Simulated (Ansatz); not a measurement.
AlB2Ru2 in space group Cmmm (No. 65; Al on 2a, Ru on 4j, B on 4i) at seven volumes, r²SCAN (plane waves, PAW; program Ansatz), shape and atoms relaxed at each. One row is withheld.

```csv
V (Å³/atom),P (GPa)
9.563,?
9.878,16.92
10.193,7.86
10.509,0.00
10.824,-6.62
11.139,-12.30
11.454,-17.11
```

Q: Fit the shown pressures and predict the withheld one.

A: Third-order Birch–Murnaghan: P = (3/2)B₀(x^(7/2) − x^(5/2))[1 + (3/4)(B′ − 4)(x − 1)] with x = (V₀/V)^(2/3). Least squares on the six rows gives V₀ = 10.510 Å³/atom, B₀ = 239.2 GPa, B′ = 4.28. At V = 9.563, x = 1.0650 and P = 27.66 GPa. The run itself gave 27.56 GPa.

The start of the workflow was typed in or built on a structure type; neither database checked (COD, Materials Project) lists it. Whether it is the stable phase at ambient conditions was not checked. Symmetry was held in the r²SCAN relaxation; its stability against distortions is not shown here. No spin polarisation was allowed. The volume moved by 17 % from the start of the relaxation.

Potentials: the later of the program's two PAW sets.
